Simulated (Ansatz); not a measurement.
GeTe$_{2}$Pb:
```xyz
4
Lattice="4.3513 0.0000 0.0000 0.0000 4.3513 0.0000 0.0000 0.0000 6.1561" Properties=species:S:1:pos:R:3 pbc="T T T"
Ge     0.0000     0.0000     0.0000
Te     0.0000     0.0000     3.0781
Te     2.1757     2.1757     0.0000
Pb     2.1757     2.1757     3.0781
```

Relaxed with LDA. Special points in fractions of this cell's reciprocal vectors: Γ (0.000, 0.000, 0.000); X (0.000, 0.500, 0.000); M (0.500, 0.500, 0.000); Z (0.000, 0.000, 0.500); R (0.000, 0.500, 0.500); A (0.500, 0.500, 0.500).

Problem. List the band energies nearest the Fermi level at these points for LDA (plane waves, PAW; program Ansatz).

Solution. In eV from the Fermi level; about four levels below and three above (degenerate sets whole), none deeper than 8.9 eV; points with the same levels are listed once.

```json
[
 {"k": "Γ", "below": "-3.55 -3.55 -1.83 -1.83 -1.82", "above": "2.65 3.41 3.41"},
 {"k": "X", "below": "-1.63 -1.56 -1.18 -0.92", "above": "0.75 1.24 1.56"},
 {"k": "M", "below": "-3.56 -3.55 -3.55 -3.53", "above": "2.65 2.65 4.58"},
 {"k": "Z", "below": "-2.75 -2.75 -2.10 -1.89", "above": "2.00 2.74 3.39"},
 {"k": "R", "below": "-1.36 -1.28 -1.24 -0.47", "above": "0.08 0.10 0.13"},
 {"k": "A", "below": "-4.58 -4.58 -0.81 -0.41", "above": "0.61 1.52 5.09 5.09"}
]
```

Space group P4/mmm. The workflow started from a Materials Project entry (that database holds measured and hypothetical structures alike); the Crystallography Open Database copy checked does not list it. With Ge and Pb taken as one species the cell has the higher symmetry Fm-3m, so it may be an ordered model of a mixed-site phase. Whether it is the stable phase at ambient conditions was not checked. Symmetry was held in the LDA relaxation. At this level the phase is dynamically unstable (imaginary phonons). The Fermi level of a semimetal is unsure by some 0.05 eV on such meshes. Spin–orbit coupling is left out wherever it is not named.

Potentials: the later of the program's two PAW sets.
